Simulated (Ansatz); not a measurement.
input.yaml (Ansatz 0.2.0):

```yaml
crystal:
  lattice:
    - [3.5910067227, 0.0, 0.0]
    - [0.0, 3.5910067227, 0.0]
    - [0.0, 0.0, 3.5910067227]
  atoms:
    - { symbol: Ba, position: [0.0, 0.0, 0.0] }
    - { symbol: Re, position: [0.5, 0.5, 0.5] }
basis:
  ecutwfc: 420
  ecutrho_ratio: 4
kpoints:
  mp_grid: { grid: [8, 8, 8] }
hamiltonian:
  xc: pbesol
scf:
  occupations: { method: gaussian, width: 0.05 }
output:
  forces: true
  stress: true
  eigenvalues: true
```

Launched as:
```sh
ansatz run input.yaml --threads 4 --pin off --max-ram 4096MiB --backend cpu --events-out ev --progress --plain --runs-dir out
```

The cell came from substitution into a structure type; whether the compound takes it is for experiment to say.

Before reading the output: what should come out?

Pressure 1.4 GPa, gap on the mesh zero (metallic) (PBEsol, scalar-relativistic).

The output:

```
Pseudopotentials: kind: paw
Pseudopotential: Ba, paw, valence charge 10, recommended cutoff 420 eV (normal), Ba.paw.azcp
Pseudopotential: Re, paw, valence charge 15, recommended cutoff 420 eV (normal), Re.paw.azcp
Crystal: 2 atoms, lattice volume = 46.307 Å³
Basis set: ecut = 420 eV, 925 PW (Γ), exchange–correlation on 50×50×50 points (8 copies of the dense FFT grid, shifted against one another)
Bands: 17, of which v1, the nominal top of the filled ones, is band 13 counted from 1 (12 counted from 0)
Symmetry: 48 space group operations
Space group: Pm-3m (ITA 221), of the structure as read, at distance tolerance 3.6e-5 Å
k-points: 35 of 512
Initial density: superposition of atomic densities (neutral atoms: chi_scale 0, normalization atom), corrected by the library's trained network
Initial wavefunctions: pseudopotential atomic-orbital guess
Functional: x = pbesol(κ = 0.804, μ = 0.12346), c = pbesol(β = 0.046)
```

SCF trace (energy estimate counted from the last row):
```tsv
iteration	ΔE (eV)	density residual (eV)
1	-4.5e-03	2.50e-2
2	-2.0e-03	9.73e-3
3	-1.3e-04	5.06e-4
4	-3.7e-05	2.40e-5
5	-1.0e-06	4.01e-6
6	0.000	4.99e-7
7	0.000	5.95e-11
```

```
the search or the solves at the SCF's close seem to have found levels that the self-consistency loop had missed (the run counts 1). By its estimate they hold under 1e-12 electrons; where the run keeps them, the occupations were computed again with them
SCF 1 converged in 7 iterations: F = -16595.829396 eV  dr2 = 5.95e-11
SCF converged after 7 iterations
Free energy (F): -16595.829396 eV
E sigma→0 (E₀):  -16595.825756 eV
Entropy (-TS):   -0.007281 eV (-3.640 meV/atom)
Fermi energy:    15.333651 eV
--- Per-component energies (eV) ---
  E_band       = -158.219067
  E_kinetic    = 711.033949
  E_local      = -1343.270306  (includes V_loc(G=0)·N_el)
  E_nonlocal   = 117.923968
  E_hartree    = 489.290903
  E_xc         = -566.247816
  E_vxc        = -437.856970  (∫ρ·V_xc dr)
  E_paw        = -13673.766157  (= ΣΔE_a)
  E_vpaw       = -184.631300  (= ΣTr[D̂ρ^β])
  E_aug_tail   = -0.000084  (compensation charges beyond the density's cutoff)
  E_ewald      = -2331.171268
  E_core_change = 0.384695  (= ΣΔE_core)
  E_smearing   = -0.007281  (= −TS)
--- Forces (eV/Å), atoms counted from 1 ---
  atom   1  Ba     0.00000000     0.00000000     0.00000000
  atom   2  Re     0.00000000     0.00000000     0.00000000
--- Stress (GPa, compression-positive) ---
        1.434906       0.000000       0.000000
        0.000000       1.434906       0.000000
        0.000000       0.000000       1.434906
  P = ⅓ Tr σ = 1.4349 GPa (14.349 kbar)
--- Band table (eV; the first three rows and the last of 35) ---
  k-point 0: bands = ["-63.8605", "-25.7532", "-25.7532", "-25.7532", "-11.2494", "4.1486", "4.1486", "4.1486", "10.9738", "12.2944", "12.2944", "15.2369", "15.2369", "15.2369", "19.7638", "19.7638", "22.8635"]
  k-point 1: bands = ["-63.8603", "-25.7591", "-25.7526", "-25.7526", "-11.2153", "3.7560", "4.1564", "4.1564", "11.4205", "12.4060", "12.6638", "15.2394", "15.2394", "15.2765", "19.2811", "19.9601", "21.9489"]
  k-point 2: bands = ["-63.8601", "-25.7735", "-25.7513", "-25.7513", "-11.1312", "2.9611", "4.1750", "4.1750", "12.4531", "12.7134", "13.5681", "15.2825", "15.2825", "15.3756", "18.2767", "19.8146", "20.4991"]
  k-point 34: bands = ["-63.8582", "-25.7833", "-25.7833", "-25.7833", "-10.6542", "2.7183", "2.7183", "2.7183", "14.9221", "14.9221", "14.9221", "15.6641", "15.6641", "15.6641", "16.6843", "16.6843", "17.3544"]
```

Cost: 1.6 s on 4 threads of Arm Neoverse N1 (shared host), peak memory 0.41 GiB.

Total energies depend on the potentials used, so only differences within one code and one set of settings carry meaning.

Spin–orbit coupling, which matters for such heavy elements, is left out.
